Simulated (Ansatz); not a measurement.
Nb in space group P6/mmm (No. 191; Nb on 1a, Nb on 2d) under volume change, PBE (plane waves, PAW; program Ansatz), shape and atoms relaxed at each volume.

```json
[
 {"V (Å³/atom)": "16.820", "E − E(relaxed) (meV/atom)": "…", "P (GPa)": "…"},
 {"V (Å³/atom)": "17.374", "E − E(relaxed) (meV/atom)": "…", "P (GPa)": "…"},
 {"V (Å³/atom)": "17.929", "E − E(relaxed) (meV/atom)": "8.9", "P (GPa)": "5.24"},
 {"V (Å³/atom)": "18.483", "E − E(relaxed) (meV/atom)": "0.0", "P (GPa)": "0.00"},
 {"V (Å³/atom)": "19.038", "E − E(relaxed) (meV/atom)": "8.1", "P (GPa)": "-4.56"},
 {"V (Å³/atom)": "19.592", "E − E(relaxed) (meV/atom)": "30.9", "P (GPa)": "-8.52"},
 {"V (Å³/atom)": "20.147", "E − E(relaxed) (meV/atom)": "66.4", "P (GPa)": "-11.94"}
]
```

**Question.** What belongs in the gaps?

**Answer.** 
- 17.374, E − E(relaxed) (meV/atom): 37.2
- 17.374, P (GPa): 11.27
- 16.820, E − E(relaxed) (meV/atom): 88.0
- 16.820, P (GPa): 18.27

**Question.** What does a third-order Birch–Murnaghan fit give for V₀, B₀ and B′?

**Answer.** V₀ = 18.48 Å³/atom, B₀ = 163 GPa, B′ = 3.7.

The start of the workflow was typed in or built on a structure type; neither database checked (COD, Materials Project) lists it. It is not the phase usual at ambient conditions (space group No. 229). The PBE relaxation kept the symmetry of its start; its stability against distortions is not shown here. The run is not spin-polarised. Spin–orbit coupling is left out wherever it is not named.

Potentials: the earlier of the program's two PAW sets.
